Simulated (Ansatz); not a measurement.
Ga$_{2}$NiO$_{4}$ in space group Imma (No. 74; Pearson symbol oI28), r²SCAN in the plane-wave PAW code Ansatz, all energies at zero smearing, with the estimated change up to a 700 eV cutoff added, with one set of potentials and settings (totals compare only within such a set). Cell of 14 atoms (4 Ga, 2 Ni, 8 O): -31405.629 eV.

| element | reference phase | E (eV/atom) |
|---|---|---|
| Ga | Cmce, 4 atoms in the cell | -3790.2722 |
| Ni | Fm-3m, 1 atoms in the cell, spin-polarised | -5845.2921 |
| O | C2/m, 4 atoms in the cell, spin-polarised | -566.0346 |

Formation energy per atom, worked out: (-31405.629 − 4×(-3790.2722) − 2×(-5845.2921) − 8×(-566.0346))/14 = -1.834 eV/atom (-177 kJ per mol of atoms), at 0 K, without zero-point energy or fitted corrections.

The first step of the workflow began from a Materials Project structure, measured or hypothetical; the Crystallography Open Database copy checked does not list it. With Ga and Ni taken as one species the cell has the higher symmetry Fd-3m, so it may be an ordered model of a mixed-site phase. Whether it is the stable phase at ambient conditions was not checked. The cell was relaxed with r²SCAN under the symmetry of its start; whether a distortion lowers the energy is not shown. Spin order of the final state: ferromagnetic, chosen from 2 collinear starts compared on coarse meshes (ties went to the first, and starts can fall back to one state), not a proven ground state. Other orbital occupations within this spin state were not tried. No Hubbard U is applied. The references are the lowest solids computed at this level, not always the standard phases (solids in place of the gases).

Potentials: the earlier of the program's two PAW sets.
